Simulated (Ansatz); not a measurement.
Input:

SnSe₂:
```
CELL_PARAMETERS angstrom
      1.94924     1.12539     5.81063
     -1.94924     1.12539     5.81063
      0.00000    -2.25079     5.81063
ATOMIC_POSITIONS crystal
  Sn 0.00069 0.00069 0.00069
  Se 0.76574 0.76574 0.76574
  Se 0.56686 0.56686 0.56686
```

This is the PBE-relaxed structure.

**Question.** All from plane-wave PAW PBE (Ansatz code), unless another level is named. Give the electronic character.

**Answer.** metallic (no gap).

**Question.** And the density of states at the Fermi level?

**Answer.** 0.38 states/eV per atom (mean over ±0.08 eV).

**Question.** Predict the formation energy from the elements (no fitted shifts).

**Answer.** -0.12 eV/atom.

Space group R3m. A made-up cell: these elements were put on the sites of a structure type; neither database checked (COD, Materials Project) lists it. COD files the formula under space group No. 164, 217, so this cell is another polymorph or a model. Its standing as an ambient phase is unchecked. The PBE relaxation kept the symmetry of its start; whether a distortion lowers the energy is not shown. A crystal of weakly bound layers computed without a dispersion correction: the cell and the soft elastic constants depend strongly on that. The references are the lowest solids computed at this level, not always the standard phases. Spin–orbit coupling is left out wherever it is not named.

Potentials: the later of the program's two PAW sets.
